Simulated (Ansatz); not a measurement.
C:
```
CELL_PARAMETERS angstrom
      4.84338     2.79633     1.39411
     -4.84338     2.79633     1.39411
      0.00000    -5.59265     1.39411
ATOMIC_POSITIONS crystal
  C  0.28130 0.55313 0.41690
  C  0.71870 0.44687 0.58310
  C  0.41690 0.28130 0.55313
  C  0.58310 0.71870 0.44687
  C  0.55313 0.41690 0.28130
  C  0.44687 0.58310 0.71870
  C  0.91690 0.05313 0.78130
  C  0.08310 0.94687 0.21870
  C  0.78130 0.91690 0.05313
  C  0.21870 0.08310 0.94687
  C  0.05313 0.78130 0.91690
  C  0.94687 0.21870 0.08310
```

Relaxed with r²SCAN.

Q: Map the electron localisation function on the plane through (0.417, 0.281, 0.553) spanned by u = [1, 1, 1] and v = [1, 1, -1] in lattice vectors, from the program Ansatz at the r²SCAN level (PAW).

A: x is the fraction of u, y of v (the angle between them is 83°; rows are the nearest grid lines); atoms in the plane: C at (0.00, 0.00), C at (0.50, 0.50), C at (0.43, 0.70), C at (0.93, 0.20), C at (0.17, 0.50), C at (0.67, 0.00), C at (0.10, 0.70), C at (0.60, 0.20).
```
|  =*+:   :+*=  .#@@#. |
|*#%%#=.  :+#%##*#%%%#*|
|##%#*-.  .-*#%###***##|
|...          .::..  ..|
|.......::::.        ..|
|%#########%%*=.  .-*#%|
|%***%@%#**#%#+:  .=#%%|
|=   #@@%.  =*+:   :+*=|
|%%#**###**#%%*=-::-=*%|
|+*+-..  .:=+*++*###*++|
|*##*=----=*##*+++*+++*|
|**=.:*@@%=.:+#*-.  .=*|
|*#+:.+%@@*:.=##+:  .=*|
|+#%%##****##%%#+:   :+|
|:=+**+=====+++=:.    :|
|                      |
|*+:    .-+***+===++***|
|%%#=.  :+#%#**#%@%**#%|
|=#*=.  .+#*=..*@@@+..=|
|+#*=:  .-*#*-:=%@@#-:+|
|*#*++***++*##+=::::-+*|
|*##*++**++*##*+-----+*|
|*%%#=-:::=*%%#**#%#***|
|  =*+:   :+*=  .#@@#. |
```
Scale: ten equal steps from 0.008 (start of ' ') to 0.934 (end of '@'), in the order ' .:-=+*#%@'; x runs from 0.000 to 1.00, y from 0.000 (bottom) to 1.00 (top).

The density is the valence pseudo-density with augmentation charge, so density and ELF within about 1 Å of a nucleus are not all-electron values.

Space group R-3c. The start of the workflow was typed in or built on a structure type; neither database checked (COD, Materials Project) lists it. It is not the phase usual at ambient conditions (space group No. 194, 227). The r²SCAN relaxation kept the symmetry of its start; its stability against distortions is not shown here. The volume moved by 124 % from the start of the relaxation.

Potentials: the earlier of the program's two PAW sets.
